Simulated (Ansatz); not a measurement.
Given:

IrPt₁₁:
```yaml
crystal:
  lattice:
    - [4.79402, 0.00000, 0.00000]
    - [0.00000, 2.76940, 0.00000]
    - [-1.59455, 0.00000, 13.75826]
  atoms:
    - { symbol: Pt, position: [0.99907, 0.00000, 0.99989] }
    - { symbol: Pt, position: [0.72399, 0.00000, 0.16880] }
    - { symbol: Ir, position: [0.93989, 0.50000, 0.33126] }
    - { symbol: Pt, position: [0.83927, 0.00000, 0.49665] }
    - { symbol: Pt, position: [0.55753, 0.00000, 0.66735] }
    - { symbol: Pt, position: [0.77726, 0.50000, 0.83378] }
    - { symbol: Pt, position: [0.50104, 0.50000, 0.00246] }
    - { symbol: Pt, position: [0.21948, 0.50000, 0.16593] }
    - { symbol: Pt, position: [0.43877, 0.00000, 0.33200] }
    - { symbol: Pt, position: [0.33594, 0.50000, 0.50011] }
    - { symbol: Pt, position: [0.05604, 0.50000, 0.66725] }
    - { symbol: Pt, position: [0.27837, 0.00000, 0.83450] }
```

This is the r²SCAN-relaxed structure.

Q: All from r²SCAN in the plane-wave PAW code Ansatz, unless another level is named. Estimate the formation energy from the elements (no fitted shifts).

A: 0.043 eV/atom.

Q: And the density of states at the Fermi level?

A: 1.7 states/eV per atom (mean over ±0.08 eV).

Space group Pm. The start of the workflow was typed in or built on a structure type; neither database checked (COD, Materials Project) lists it. Whether it is the stable phase at ambient conditions was not checked. The cell was relaxed with r²SCAN under the symmetry of its start; its stability against distortions is not shown here. The run is not spin-polarised. The references are the lowest solids computed at this level, not always the standard phases. Spin–orbit coupling is left out wherever it is not named.

Potentials: the earlier of the program's two PAW sets. The files were generated under PBE; for other functionals the program regenerates the frozen cores, and for LDA and PBEsol the local potential too.
